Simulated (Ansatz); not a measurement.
YSb (rock salt, space group No. 225) at seven volumes, plane-wave PAW r²SCAN (Ansatz code), scaled uniformly. One row is withheld.

```csv
V (Å³/atom),P (GPa)
27.238,?
28.136,4.45
29.034,2.07
29.932,0.01
30.830,-1.78
31.728,-3.30
32.626,-4.61
```

Fit the shown pressures and predict the withheld one.

Third-order Birch–Murnaghan: P = (3/2)B₀(x^(7/2) − x^(5/2))[1 + (3/4)(B′ − 4)(x − 1)] with x = (V₀/V)^(2/3). Least squares on the six rows gives V₀ = 29.934 Å³/atom, B₀ = 63.59 GPa, B′ = 3.97. At V = 27.238, x = 1.0649 and P = 7.24 GPa. The run itself gave 7.19 GPa.

Space group Fm-3m (rock salt). The workflow started from an entry of the Crystallography Open Database (COD). Whether it is the stable phase at ambient conditions was not checked. Symmetry was held in the r²SCAN relaxation; its stability against distortions is not shown here. The run is not spin-polarised. Spin–orbit coupling is left out wherever it is not named.

Potentials: the later of the program's two PAW sets.
